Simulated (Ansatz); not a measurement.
SiW:
```
CELL_PARAMETERS angstrom
      0.00000     2.49913     2.49913
      2.49913     0.00000     2.49913
      2.49913     2.49913     0.00000
ATOMIC_POSITIONS crystal
  Si 0.00000 0.00000 0.00000
  W  0.50000 0.50000 0.50000
```

Relaxed with r²SCAN. Special points in fractions of this cell's reciprocal vectors: Γ (0.000, 0.000, 0.000); X (0.500, 0.000, 0.500); U (0.625, 0.250, 0.625); K (0.375, 0.375, 0.750); L (0.500, 0.500, 0.500); W (0.500, 0.250, 0.750).

Problem. List the band energies nearest the Fermi level at these points for the program Ansatz at the r²SCAN level (PAW).

Solution. In eV from the Fermi level; about four levels below and three above (degenerate sets whole), none deeper than 8.9 eV; … stands for higher levels left out; points with the same levels are listed once.

| k | below | above |
|---|---|---|
| Γ | -2.20 -2.20 -2.20 -1.71 -1.71 | … |
| X | -4.28 -0.50 -0.50 -0.46 | 1.34 … |
| U | -5.36 -4.70 -3.05 -1.10 | 1.02 2.30 2.42 |
| L | -8.26 -7.78 -4.31 -4.31 | 0.78 0.78 1.81 |
| W | -4.68 -4.68 -4.48 | 0.56 1.19 1.19 |

Space group Fm-3m (rock salt). A made-up cell: these elements were put on the sites of a structure type; neither database checked (COD, Materials Project) lists it. Whether it is the stable phase at ambient conditions was not checked. The r²SCAN relaxation kept the symmetry of its start; its stability against distortions is not shown here. No spin polarisation was allowed. Scalar-relativistic: spin–orbit coupling is off unless named, which matters more the heavier the elements.

Potentials: the later of the program's two PAW sets.
